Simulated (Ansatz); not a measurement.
RuW:
```
CELL_PARAMETERS angstrom
      2.79972     0.00000     0.00000
      0.00000     2.79972     0.00000
      0.00000     0.00000     3.82519
ATOMIC_POSITIONS crystal
  Ru 0.50000 0.50000 0.50000
  W  0.00000 0.00000 0.00000
```

Relaxed with PBE. Special points in fractions of this cell's reciprocal vectors: Γ (0.000, 0.000, 0.000); X (0.000, 0.500, 0.000); M (0.500, 0.500, 0.000); Z (0.000, 0.000, 0.500); R (0.000, 0.500, 0.500); A (0.500, 0.500, 0.500).

Question: List the band energies nearest the Fermi level at these points for the program Ansatz at the PBE level (PAW).

Answer: In eV from the Fermi level; about four levels below and three above (degenerate sets whole), none deeper than 8.9 eV; points with the same levels are listed once.

```json
[
 {"k": "Γ", "below": "-5.21 -1.87 -1.87 -1.25", "above": "0.28 1.36 3.84"},
 {"k": "X", "below": "-2.25 -2.10 -1.10 -0.33", "above": "0.69 2.28 3.66"},
 {"k": "M", "below": "-5.94 -5.83 -5.15 -5.15", "above": "1.93 2.32 3.14 3.14"},
 {"k": "Z", "below": "-3.32 -1.13 -0.70 -0.70", "above": "0.21 0.58 1.46 1.46"},
 {"k": "R", "below": "-2.14 -2.06 -2.01 -1.02", "above": "0.84 0.85 2.08"},
 {"k": "A", "below": "-3.01 -3.01 -2.37 -2.37 -0.45", "above": "1.70 1.94 5.93"}
]
```

Space group P4/mmm (L1₀ or tetragonal B2). A made-up cell: these elements were put on the sites of a structure type; neither database checked (COD, Materials Project) lists it. Whether it is the stable phase at ambient conditions was not checked. The cell was relaxed with PBE under the symmetry of its start; whether a distortion lowers the energy is not shown. The run is not spin-polarised. Scalar-relativistic: spin–orbit coupling is off unless named, which matters more the heavier the elements.

Potentials: the earlier of the program's two PAW sets.
